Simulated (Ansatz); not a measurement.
# From the elastic tensor of HfOs at 15 GPa (stress–strain coefficients) to moduli and sound speeds

These are results of DFT LDA, scalar-relativistic, plane waves, PAW in Ansatz, not measurements. Settings: 420 eV plane-wave cutoff, Γ-centred 14×14×14 mesh, Fermi-Dirac smearing of 0.15 eV. No spin polarisation.

Symmetry: Pm-3m, No. 221, cubic system. Conventional cell: a = 3.144 Å, b = 3.144 Å, c = 3.144 Å, α = 90.00°, β = 90.00°, γ = 90.00°. Hf (site symmetry m-3m) has 8 Os at 2.72 Å as nearest neighbours. Os (site symmetry m-3m) is surrounded by 8 Hf at 2.72 Å.

In a metal, frequencies and elastic constants depend on the k mesh and the smearing, soft modes and shear constants most. Spin–orbit coupling is left out, which can shift energies with elements as heavy as these. Other phases may be more stable at this pressure.

Relaxed-ion constants (GPa, on the Cartesian axes of the calculation):
```
526.8 206.3 206.3   0.0   0.0   0.0
206.3 526.8 206.3   0.0   0.0   0.0
206.3 206.3 526.8   0.0   0.0   0.0
  0.0   0.0   0.0 138.6   0.0   0.0
  0.0   0.0   0.0   0.0 138.6   0.0
  0.0   0.0   0.0   0.0   0.0 138.6
```

Density 19.707 g/cm³; 2 atoms in 31.07 Å³.

The values that follow are for a polycrystal of randomly turned grains, by Hill's mean where one number stands.

With S = C⁻¹: B_V = (C11+C22+C33+2(C12+C13+C23))/9, G_V = (C11+C22+C33−C12−C13−C23+3(C44+C55+C66))/15, 1/B_R = S11+S22+S33+2(S12+S13+S23), 15/G_R = 4(S11+S22+S33−S12−S13−S23)+3(S44+S55+S66); Hill is their mean. Then v_l = √((B+4G/3)/ρ), v_t = √(G/ρ), v_m = [(2/v_t³+1/v_l³)/3]^(−1/3) and Θ = (ħ/k_B)·v_m·(6π²n/V)^(1/3) for n atoms in the volume V; E = 9BG/(3B+G), ν = (3B−2G)/(2(3B+G)) and A^U = 5G_V/G_R + B_V/B_R − 6.

| Quantity | Value |
| --- | --- |
| Bulk modulus, Voigt / Reuss / Hill | 313.2 / 313.2 / 313.2 GPa |
| Shear modulus, Voigt / Reuss / Hill | 147.2 / 146.5 / 146.9 GPa |
| Young's modulus | 381 GPa |
| Poisson ratio | 0.297 |
| Pugh ratio B/G | 2.13 |
| Universal anisotropy index | 0.03 |
| Longitudinal and transverse sound speeds | 5082 and 2730 m/s |
| Debye temperature from the mean sound speed | 364 K |

Cost: 1 run of about 2.4 core-minutes, on Arm Neoverse V1 (shared hosts).